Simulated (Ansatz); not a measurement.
InF$_{3}$:
```cif
data_F6In2
_chemical_formula_sum 'In2 F6'
_space_group_name_H-M_alt 'P 1'
_space_group_IT_number 1
_cell_length_a 5.74906
_cell_length_b 5.74906
_cell_length_c 5.74906
_cell_angle_alpha 55.988
_cell_angle_beta 55.988
_cell_angle_gamma 55.988
loop_
_space_group_symop_operation_xyz
  'x, y, z'
loop_
_atom_site_label
_atom_site_type_symbol
_atom_site_fract_x
_atom_site_fract_y
_atom_site_fract_z
_atom_site_occupancy
In1 In 0.50000 0.50000 0.50000 1
In2 In 0.00000 0.00000 0.00000 1
F1 F 0.37309 0.75000 0.12691 1
F2 F 0.62691 0.25000 0.87309 1
F3 F 0.12691 0.37309 0.75000 1
F4 F 0.87309 0.62691 0.25000 1
F5 F 0.75000 0.12691 0.37309 1
F6 F 0.25000 0.87309 0.62691 1
```

Relaxed with PBEsol. DFT-PBEsol in the program Ansatz with PAW potentials gives a gap of 4.17 eV.

Problem. What gap does HSE06 give on the same cell (Ansatz, PAW)?

Solution. 6.40 eV, 2.23 eV more. The hybrid was solved on a coarser mesh and at special points; its gap is the smallest among all of these.

```csv
k,v1 PBEsol,c1 PBEsol,v1 HSE06,c1 HSE06
Γ,-0.05,4.17,-0.02,6.40
T,-0.18,6.65,(withheld),(withheld)
L,-0.15,6.74,-0.28,9.12
F,0.00,6.66,(withheld),(withheld)
S0,-0.06,6.99,(withheld),(withheld)
H0,-0.11,7.27,(withheld),(withheld)
```

Problem. Top valence (v1) and lowest conduction level (c1) in eV from each method's valence maximum (which need not be a listed point): supply the withheld HSE06 values.

Solution. 
- H0, v1 HSE06: -0.19
- H0, c1 HSE06: 9.69
- F, v1 HSE06: 0.00
- F, c1 HSE06: 9.03
- S0, v1 HSE06: -0.16
- S0, c1 HSE06: 9.39
- T, v1 HSE06: -0.32
- T, c1 HSE06: 9.00

Cost on shared cores: the PBEsol run (SCF on a 6×6×6 mesh, then bands and DOS) very roughly 80 core-seconds, the HSE06 run (SCF on 4×4×4, then a few points) very roughly 6 core-minutes; the tasks are unlike.

Space group R-3c. The first step of the workflow began from a Materials Project structure, measured or hypothetical; the Crystallography Open Database files this formula in space group No. 167, but the cells were not matched. Its standing as an ambient phase is unchecked. The cell was relaxed with PBEsol under the symmetry of its start; whether a distortion lowers the energy is not shown. Spin–orbit coupling is left out wherever it is not named.

Potentials: the later of the program's two PAW sets.
